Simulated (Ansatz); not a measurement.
Sb2W (Cmc2_1) was relaxed and computed twice in Ansatz (plane waves, PAW), once with PBEsol and once with r²SCAN.

```csv
,run 1,run 2
cell,"a = 3.361 Å, b = 12.833 Å, c = 5.944 Å, α = 90.00°, β = 90.00°, γ = 90.00°","a = 3.443 Å, b = 12.849 Å, c = 5.930 Å, α = 90.00°, β = 90.00°, γ = 90.00°"
ΔH_f (eV/atom),0.31,0.37
```

Question: Which run used which functional?

Answer: Run 1 is PBEsol, run 2 is r²SCAN.

Typed or built starts, not in the databases checked: Sb2W, Cmc2_1 (W on 4a, Sb on 4a, Sb on 4a). All cells were relaxed under the symmetry of their starts (and spin orders); stability against distortions was not tested throughout. Rows with no word on spin ran without spin polarisation. Spin–orbit coupling is left out wherever it is not named.

Potentials: the later of the program's two PAW sets.

Ansatz (a first-principles code) is a plane-wave DFT program.

Formation energies count from the lowest solids of the elements computed at the same level, not from gases.
